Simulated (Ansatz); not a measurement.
**Si (Ia-3), zone-centre modes**

The calculation used Ansatz, DFT LDA, scalar-relativistic, plane waves, PAW. Settings: plane waves to 420 eV, k-mesh 8×8×8 (Γ-centred), Gaussian smearing 0.15 eV. No spin polarisation.

Reference structure (relaxed at this level; this form isn't the usual structure):

```xyz
8
Lattice="-3.2837 3.2837 3.2837 3.2837 -3.2837 3.2837 3.2837 3.2837 -3.2837" Properties=species:S:1:pos:R:3 pbc="T T T"
Si    0.6715    0.6715    0.6715
Si   -0.6715    2.6122    0.6715
Si    0.6715   -0.6715    2.6122
Si    2.6122    0.6715   -0.6715
Si    2.6122    2.6122    2.6122
Si    0.6715    3.9552   -0.6715
Si   -0.6715    0.6715    3.9552
Si    3.9552   -0.6715    0.6715
```

Harmonic modes by finite displacements of 0.02 Å, without the LO–TO term.

Question: At this geometry, is the structure stable against these modes?

Answer: Yes: no mode is imaginary beyond 10 cm⁻¹, and only the three translations lie near zero.

Question: List the wavenumbers in cm⁻¹.

Answer: 0, 0, 0, 153, 153, 153, 153, 153, 153, 155, 370, 370, 370, 375, 402, 402, 402, 415, 415, 415, 458, 458, 459, 459.

Cost: 1 run of about 5 core-minutes, on AMD EPYC (Zen 3) (shared hosts).